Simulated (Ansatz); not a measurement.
Property card for FeNi

FeNi:
```
FeNi
1.0
    1.25571     0.72498     4.10003
   -1.25571     0.72498     4.10003
    0.00000    -1.44997     4.10003
Fe Ni
1 1
Direct
  0.00000   0.00000   0.00000
  0.50000   0.50000   0.50000
```
The run is spin-polarised; directions of the spins, atom by atom: ↑ ↑.

Space group R-3m (No. 166); conventional cell a = b = 2.511 Å, c = 12.300 Å, α = β = 90.00°, γ = 120.00°.

Method: the program Ansatz at the r²SCAN level (PAW). Structure relaxed to zero pressure with the same functional. Other levels are named where they apply.

**Cell and energy**

```json
{
  "volume_per_atom": "11.20 Å³",
  "density": "8.49 g/cm³",
  "Formation energy from the elements (no fitted shifts)": "0.002 eV/atom"
}
```

**Electronic structure**

```json
{
 "electronic_character": "metallic (no gap)",
 "Density of states at the Fermi level": "0.91 states/eV per atom (mean over ±0.08 eV)"
}
```

**Magnetism**

```json
{
  "magnetic_order": "ferromagnetic",
  "net_moment": "1.75 μB per atom"
}
```

**Mechanics**

```json
{
 "Bulk modulus (Birch–Murnaghan fit)": "1870 kbar",
 "Pressure derivative B′": "5.2"
}
```

**Charges**

```json
{
  "bader_charges": "Fe +0.21, Ni -0.21 e"
}
```

The first step of the workflow began from a Materials Project structure, measured or hypothetical; the Crystallography Open Database copy checked does not list it. COD files the formula under space group No. 123. With Fe and Ni taken as one species the cell has the higher symmetry Fm-3m, so it may be an ordered model of a mixed-site phase. Its standing as an ambient phase is unchecked. The cell was relaxed with r²SCAN under the symmetry of its start; its stability against distortions is not shown here. The final state is ferromagnetic, chosen from 5 collinear starts compared on coarse meshes (ties went to the first, and starts can fall back to one state), not a proven ground state. Other orbital occupations within this spin state were not tried. For itinerant 3d metals, meta-GGAs of the SCAN family and hybrids are commonly reported to give too large moments. Axis ratios of metals converge slowly with the k-mesh, so a and c are less sure than the volume. The references are the lowest solids computed at this level, not always the standard phases.

Potentials: the later of the program's two PAW sets.
